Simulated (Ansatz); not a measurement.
Sn (diamond)

```
CELL_PARAMETERS angstrom
      0.00000     3.32768     3.32768
      3.32768     0.00000     3.32768
      3.32768     3.32768     0.00000
ATOMIC_POSITIONS crystal
  Sn 0.25000 0.25000 0.25000
  Sn 0.00000 0.00000 0.00000
```

In each cell atom 1 (Sn, nearest neighbour Sn at 2.882 Å; its periodic images, 4.7 Å or more away, move with it) moves by s·(-0.577, -0.577, -0.577) (towards the nearest neighbour), the rest being held.

Method: PBE (plane waves to 420 eV, PAW, scalar-relativistic; Ansatz, a quantum-chemistry and plane-wave program). k mesh 10×10×10 (Γ-centred), Fermi-Dirac smearing 0.05 eV. With partly filled bands, energies and forces of such displacements shift with the k mesh and the smearing. F∥ is the force on the atom along that direction. Sn was relaxed with its symmetry unable to fall. The relaxed volume of Sn is well above the measured one; the method has no dispersion term. 

```json
[
 {"s (Å)": "-0.580", "F∥ (eV/Å)": "?"},
 {"s (Å)": "-0.464", "F∥ (eV/Å)": "1.482"},
 {"s (Å)": "-0.348", "F∥ (eV/Å)": "?"},
 {"s (Å)": "-0.232", "F∥ (eV/Å)": "?"},
 {"s (Å)": "-0.116", "F∥ (eV/Å)": "0.640"},
 {"s (Å)": "0.000", "F∥ (eV/Å)": "0.000"},
 {"s (Å)": "0.116", "F∥ (eV/Å)": "-0.887"},
 {"s (Å)": "0.232", "F∥ (eV/Å)": "-2.104"},
 {"s (Å)": "0.348", "F∥ (eV/Å)": "-3.677"},
 {"s (Å)": "0.464", "F∥ (eV/Å)": "-5.721"},
 {"s (Å)": "0.580", "F∥ (eV/Å)": "-8.455"}
]
```

Complete the blanks.


- -0.580, F∥ (eV/Å): 1.393
- -0.348, F∥ (eV/Å): 1.388
- -0.232, F∥ (eV/Å): 1.130

(A displaced cell: forces are minus the slopes of the energy, force constants its curvatures, and phonons follow from these.)
